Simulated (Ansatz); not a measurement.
**Convergence notes, G0W0 on GaN (P6_3mc)**

A 4-atom cell of GaN (P6_3mc) from a materials database, relaxed with r2SCAN; one-shot G0W0 in Ansatz without spin-orbit coupling. (Simulation; spin polarisation is off.)

```yaml
crystal:
  lattice:
    - [3.18315, 0.00000, 0.00000]
    - [-1.59157, 2.75669, 0.00000]
    - [0.00000, 0.00000, 5.18363]
  atoms:
    - { symbol: Ga, position: [0.66667, 0.33333, 0.49911] }
    - { symbol: Ga, position: [0.33333, 0.66667, 0.99911] }
    - { symbol: N, position: [0.66667, 0.33333, 0.87589] }
    - { symbol: N, position: [0.33333, 0.66667, 0.37589] }
```

Gaps are read over the mesh points alone. G0W0 values are finite-basis, finite-mesh values.
```tsv
start	potentials	frequency model	mesh	empty bands	screening cutoff (eV)	Kohn-Sham gap (eV)	G0W0 gap (eV)
PBE	PAW	contour deformation	6×6×4	135	120	1.93	3.06
PBE	PAW	contour deformation	6×6×4	337	220	1.93	3.06
PBE	PAW	contour deformation	6×6×4	619	300	1.93	3.06
HSE06	PAW	contour deformation	6×6×4	337	220	3.20	3.67
r2SCAN	PAW	contour deformation	6×6×4	337	220	2.35	3.30
PBE0	PAW	contour deformation	6×6×4	337	220	3.89	3.85
PBE	PAW	Godby-Needs pole	6×6×4	337	220	1.93	3.05
PBE	PAW	contour deformation	12×12×6	73	80	1.93	3.02
PBE	norm-conserving	contour deformation	6×6×4	337	220	1.95	3.17
```

The quasiparticle gap on this mesh is 3.06 eV (direct at Γ), against 1.93 eV from PBE: +1.13 eV. Renormalisation factors Z lie between 0.75 and 0.82.

Raising bands and cutoff together moves the gap by 0.00 eV (120 to 220 eV), then 0.00 eV (220 to 300 eV); the last step is small, which bounds nothing strictly. Starting from HSE06 (3.20 eV against PBE's 1.93 eV) gives 3.67 eV, +0.61 eV from G0W0@PBE at the same screening cutoff. Starting from r2SCAN (2.35 eV against PBE's 1.93 eV) gives 3.30 eV, +0.24 eV from G0W0@PBE at the same screening cutoff. Starting from PBE0 (3.89 eV against PBE's 1.93 eV) gives 3.85 eV, +0.79 eV from G0W0@PBE at the same screening cutoff. The Godby-Needs plasmon pole differs from contour deformation by -0.01 eV. Norm-conserving potentials (wave cutoff 1240 eV against 420 eV) shift the quasiparticle gap by +0.11 eV and the PBE gap by +0.02 eV. r2SCAN runs take a wave cutoff of 500 eV.

The program warns that the k mesh is coarse for exact exchange in some of these runs, so their gaps aren't converged.

With a shallow d shell on the cation, G0W0 converges slowly in bands and cutoff, so these values are in doubt.
